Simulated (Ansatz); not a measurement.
Comparing deformations in Si

The calculation used DFT r2SCAN, scalar-relativistic, plane waves, PAW in Ansatz 0.2.0. Cutoff 500 eV, Γ-centred 10×10×10 k-points, Gaussian smearing of 0.03 eV. No spin polarisation. Energies are free energies at this smearing, counted from the undisturbed cell; pressure is positive in compression.

The undisturbed cell (as given, not relaxed at this level; it stands at 0.1 GPa; this form isn't the usual structure):

```
Si
1.0
    -3.32544    3.32544    1.92239
     3.32544   -3.32544    1.92239
     3.32544    3.32544   -1.92239
Si
4
Direct
  0.17880 0.17880 0.35760
  0.82120 0.82120 0.64240
  0.17880 0.82120 0.00000
  0.82120 0.17880 0.00000
```

The cell is strained by ε times a Voigt pattern (xx, yy, zz, yz, xz, xy; engineering shear) with fractional coordinates fixed. τ = (1/V0) dE/dε comes from the stress tensor. Of each scan, only the three points used here are listed.

```
            pattern        ε  τ (GPa)
 (1, 1, 0, 0, 0, 0)  -0.0150    -7.75
 (1, 1, 0, 0, 0, 0)   0.0000    -0.22
 (1, 1, 0, 0, 0, 0)   0.0150     6.42
 (0, 0, 1, 0, 0, 0)  -0.0150    -3.57
 (0, 0, 1, 0, 0, 0)   0.0000    -0.05
 (0, 0, 1, 0, 0, 0)   0.0150     3.13
(1, -1, 0, 0, 0, 0)  -0.0187    -7.37
(1, -1, 0, 0, 0, 0)   0.0000     0.00
(1, -1, 0, 0, 0, 0)   0.0187     7.37
```

Which constants do the scans give, and which deformation costs least for the same size of strain tensor?

The slope dτ/dε at zero (parabola through three points) is pᵀCp: (1, 1, 0, 0, 0, 0) gives C11 + C22 + 2 C12 = 472 GPa; (0, 0, 1, 0, 0, 0) gives C33 = 223 GPa; (1, -1, 0, 0, 0, 0) gives C11 + C22 − 2 C12 = 394 GPa. The size of the strain tensor, ε:ε, is ε² times 2.0, 1.0, 2.0. Per unit of it the stiffnesses are 236, 223, 197 GPa, so (1, -1, 0, 0, 0, 0) is the softest of these: at ε:ε = (1 %)² the quadratic term costs 1.31 meV/atom against 1.57 for the stiffest. These are clamped-ion values.

Forces appear on the atoms along this scan, and letting them relax would lower the energy and soften the response. The gap closes along the scan, which can put kinks into the curve.